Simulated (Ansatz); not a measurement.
According to r²SCAN in the plane-wave PAW code Ansatz, SiBi2O5 in the orthorhombic phase (Cmcm; Pearson symbol oS32) relaxes to a = 15.151 Å, b = 5.482 Å, c = 5.306 Å. Si has 4 nearest neighbours from 1.61 Å (tetrahedral). Its formation energy from the elements is -1951 meV/atom, with no fitted shifts.

It is gapped at this level: 3.29 eV (indirect). HSE06 on the same cell gives 4.03 eV. Gap from r²SCAN with spin–orbit coupling: 2.90 eV. The electron mass is 0.39, 0.41, 1.8 mₑ (principal values). The hole mass is 0.64, 2.2, 4.4 mₑ (principal values).

The bulk modulus is 103 GPa. Bader charges are Si +3.32, Bi +2.00, O -1.71 to -1.23 e.

The start of the workflow was typed in or built on a structure type; neither database checked (COD, Materials Project) lists it. Its standing as an ambient phase is unchecked. Symmetry was held in the r²SCAN relaxation; its stability against distortions is not shown here. The references are the lowest solids computed at this level, not always the standard phases (solids in place of the gases). Scalar-relativistic: spin–orbit coupling is off unless named, which matters more the heavier the elements.

Potentials: the earlier of the program's two PAW sets.
